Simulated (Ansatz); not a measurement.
Mo3Si (A15, Cr3Si type)

```
Mo3Si
1.0
    4.88448     0.00000     0.00000
    0.00000     4.88448     0.00000
    0.00000     0.00000     4.88448
Si Mo
2 6
Direct
  0.50000   0.50000   0.50000
  0.00000   0.00000   0.00000
  0.00000   0.50000   0.25000
  0.00000   0.50000   0.75000
  0.25000   0.00000   0.50000
  0.75000   0.00000   0.50000
  0.50000   0.25000   0.00000
  0.50000   0.75000   0.00000
```

The slice is a {110} plane (indices of the conventional cell) through the point (0.000, 0.000, 0.000) (fractional), spanned by u = [100] and v = [011] in vectors of this cell: u (4.88 Å) and v (6.91 Å, at 90° to u). It covers one period; positions are fractions (u, v).

Level of theory: r2SCAN (plane waves to 500 eV, PAW, scalar-relativistic; Ansatz, a program for electronic structure). k mesh 10×10×10. Inside the PAW spheres the values are not all-electron values, and peaks at nuclei hang on which shells count as valence. Mo3Si is run without spin polarisation. Mo3Si was relaxed with its symmetry unable to fall.

Sketch the valence electron density on this plane as a map.


```
|2233556666666666778888887766666666665533|
|5555666666666666778899887766666666666655|
|6666666666555566889999998866555566666666|
|6666665555555566889999998866555555556666|
|6666555555555566778888887766555555555566|
|5555555555555555667777776655555555555555|
|6666555555555555556666665555555555555566|
|7777665555555555555555555555555555556677|
|8888776655555555556666665555555555667788|
|9999886655555555666666666655555555668899|
|9999886655556666666666666666665555668899|
|9988776666666666665555556666666666667788|
|8888776666666666553322335566666666667788|
|8877776666666666552200225566666666667777|
|8888776666666666553322335566666666667788|
|9988776666666666665555556666666666667788|
|9999886655556666666666666666665555668899|
|9999886655555555666666666655555555668899|
|8888776655555555556666665555555555667788|
|7777665555555555555555555555555555556677|
|6666555555555555556666665555555555555566|
|5555555555555555667777776655555555555555|
|6666555555555566778888887766555555555566|
|6666665555555566889999998866555555556666|
|6666666666555566889999998866555566666666|
|5555666666666666778899887766666666666655|
|2233556666666666778888887766666666665533|
|0022556666666666777788777766666666665522|
```
Scale: ten equal steps from -1.41 (start of '0') to 0.07 (end of '9'), in the order '0123456789'. Values: log₁₀ of the valence density in e/Å³. The map has 20 points along u (two characters each, u = 0 at the left) and 28 along v (v = 0 in the bottom row). The scale is logarithmic, as a density can span decades between atoms and voids.
